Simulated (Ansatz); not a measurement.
Ti$_{3}$In:
```xyz
8
Lattice="5.9010 0.0000 0.0000 -2.9505 5.1104 0.0000 0.0000 0.0000 4.7711" Properties=species:S:1:pos:R:3 pbc="T T T"
Ti     0.0000     1.6918     1.1928
Ti     2.9505     3.4186     3.5783
Ti     4.4359     0.8459     3.5783
Ti    -1.4854     4.2645     1.1928
Ti     1.4854     4.2645     1.1928
Ti     1.4651     0.8459     3.5783
In     0.0000     3.4069     3.5783
In     2.9505     1.7035     1.1928
```

Relaxed with r²SCAN. Special points in fractions of this cell's reciprocal vectors: Γ (0.000, 0.000, 0.000); M (0.500, 0.000, 0.000); K (0.333, 0.333, 0.000); A (0.000, 0.000, 0.500); L (0.500, 0.000, 0.500); H (0.333, 0.333, 0.500).

Problem. List the band energies nearest the Fermi level at these points for the program Ansatz at the r²SCAN level (PAW).

Solution. In eV from the Fermi level; about four levels below and three above (degenerate sets whole), none deeper than 8.9 eV; points with the same levels are listed once.

| k | below | above |
|---|---|---|
| Γ | -0.57 -0.57 -0.31 -0.28 | 0.72 0.72 0.73 |
| M | -0.49 -0.43 -0.32 -0.21 | 0.58 0.67 0.74 |
| K | -1.26 -0.60 -0.60 -0.42 | 0.06 0.06 0.41 |
| A | -0.69 -0.69 -0.10 -0.10 | 0.28 0.28 0.28 0.28 |
| L | -0.19 -0.19 -0.01 -0.01 | 0.34 0.34 0.62 0.62 |
| H | -0.39 -0.39 -0.06 -0.06 | 0.56 0.56 0.95 0.95 |

Space group P6_3/mmc. The workflow started from a Materials Project entry (that database holds measured and hypothetical structures alike); the Crystallography Open Database copy checked does not list it. With Ti and In taken as one species the cell has the higher symmetry P6_3/mmc, so it may be an ordered model of a mixed-site phase. Its standing as an ambient phase is unchecked. Symmetry was held in the r²SCAN relaxation; its stability against distortions is not shown here. The run is not spin-polarised. Spin–orbit coupling is left out wherever it is not named.

Potentials: the earlier of the program's two PAW sets.
